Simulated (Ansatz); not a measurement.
The elements of this relaxed trial crystal are hidden behind letters.

```
lattice vectors (Å)
   5.1065    0.0000    0.0000
   0.0000    5.1065    0.0000
   0.0000    0.0000    5.1065
fractional positions
X 0.5000 0.5000 0.5000
Z 0.0000 0.0000 0.0000
Q 0.5000 0.0000 0.0000
Q 0.0000 0.5000 0.0000
Q 0.0000 0.0000 0.5000
```

The calculation used DFT PBE, scalar-relativistic, plane waves, PAW (Ansatz). Plane waves to 420 eV, an 8×8×8 mesh through Γ for the 5-atom cell and 0.10 eV Gaussian smearing; collinear spin.

```
Space group                              : Pm-3m (No. 221)
Conventional cell                        : a = 5.107 Å
Volume per atom                          : 26.63 Å³
Density                                  : 5.87 g/cm³
Energy over the elements                 : −0.12 eV/atom
Gap on the 8×8×8 mesh of the 5-atom cell : 0 eV (a metal)
Net moment per atom                      : 0.60 μB
```

Energies are uncorrected and count from the elements' standard states at the same level.

**Question.** X is an s-block element of period 6, Z is a d-block element of period 5 and Q is a p-block element of period 4. Which elements are they?

**Answer.** X = Cs, Z = Ru, Q = Se, so the formula is CsRuSe3, here in the cubic perovskite type. Density times volume gives a mean mass of 5.87 × 26.63/1.6605 = 94.1 u per atom, and this set has 94.2 u. Around Cs lie 12 Se at 3.61 Å; Ru is surrounded by 6 Se at 2.55 Å; Se has 2 Ru at 2.55 Å, 4 Cs at 3.61 Å and 8 Se at 3.61 Å. Other sets within the hints have nearly the same mass, so mass alone doesn't settle it; this one was computed.

Another magnetic order may lie lower. A structure relaxed within its symmetry needn't be a true minimum.
